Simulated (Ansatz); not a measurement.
Nb₂AlC in space group P6_3/mmc (No. 194; Al on 2d, Nb on 4f, C on 2a) under volume change, r²SCAN (plane waves, PAW; program Ansatz), shape and atoms relaxed at each volume.

| V (Å³/atom) | E − E(relaxed) (meV/atom) | P (GPa) |
|---|---|---|
| 13.231 | 80.6 | 21.49 |
| 13.667 | 33.8 | 13.11 |
| 14.104 | (withheld) | (withheld) |
| 14.540 | 0.0 | 0.00 |
| 14.976 | 7.2 | -5.13 |
| 15.412 | 27.1 | -9.36 |
| 15.848 | (withheld) | (withheld) |

Q: Some entries are withheld; supply them.

A: 
- 14.104, E − E(relaxed) (meV/atom): 8.0
- 14.104, P (GPa): 6.02
- 15.848, E − E(relaxed) (meV/atom): 57.3
- 15.848, P (GPa): -12.70

Q: What does a third-order Birch–Murnaghan fit give for V₀, B₀ and B′?

A: V₀ = 14.54 Å³/atom, B₀ = 182 GPa, B′ = 4.8.

The first step of the workflow began from a Materials Project structure, measured or hypothetical; the Crystallography Open Database copy checked does not list it. Its standing as an ambient phase is unchecked. Symmetry was held in the r²SCAN relaxation; its stability against distortions is not shown here. No spin polarisation was allowed.

Potentials: the later of the program's two PAW sets.
